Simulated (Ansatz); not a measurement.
Sc:
```xyz
3
Lattice="3.1457 0.0000 0.0000 -1.5728 2.7243 0.0000 0.0000 0.0000 7.8545" Properties=species:S:1:pos:R:3 pbc="T T T"
Sc     1.5728     0.0000     0.0000
Sc     0.7864     1.3621     2.6182
Sc    -0.7864     1.3621     5.2363
```

Relaxed with LDA. Special points in fractions of this cell's reciprocal vectors: Γ (0.000, 0.000, 0.000); M (0.500, 0.000, 0.000); K (0.333, 0.333, 0.000); A (0.000, 0.000, 0.500); L (0.500, 0.000, 0.500); H (0.333, 0.333, 0.500).

Task: List the band energies nearest the Fermi level at these points for DFT-LDA in the program Ansatz with PAW potentials.

Result: In eV from the Fermi level; about four levels below and three above (degenerate sets whole), none deeper than 8.9 eV; points with the same levels are listed once.

| k | below | above |
|---|---|---|
| Γ | -5.35 -2.94 -2.94 | 0.25 0.25 0.97 |
| M | -1.65 -1.29 -0.82 -0.35 | 0.21 0.37 0.77 |
| K | -0.58 -0.58 -0.56 -0.46 -0.46 | 0.46 0.46 0.75 |
| A | -4.63 -4.63 -1.93 | 0.34 0.66 0.66 |
| L | -1.94 -1.60 -1.17 -1.09 | 0.05 0.21 0.47 |
| H | -0.61 -0.55 -0.55 -0.39 | 0.15 0.90 0.90 |

Space group P6_222. The workflow started from a Materials Project entry (that database holds measured and hypothetical structures alike); the Crystallography Open Database copy checked does not list it. It is not the phase usual at ambient conditions (space group No. 194). The cell was relaxed with LDA under the symmetry of its start. At this level the phase is dynamically unstable (imaginary phonons). No spin polarisation was allowed.

Potentials: the later of the program's two PAW sets.
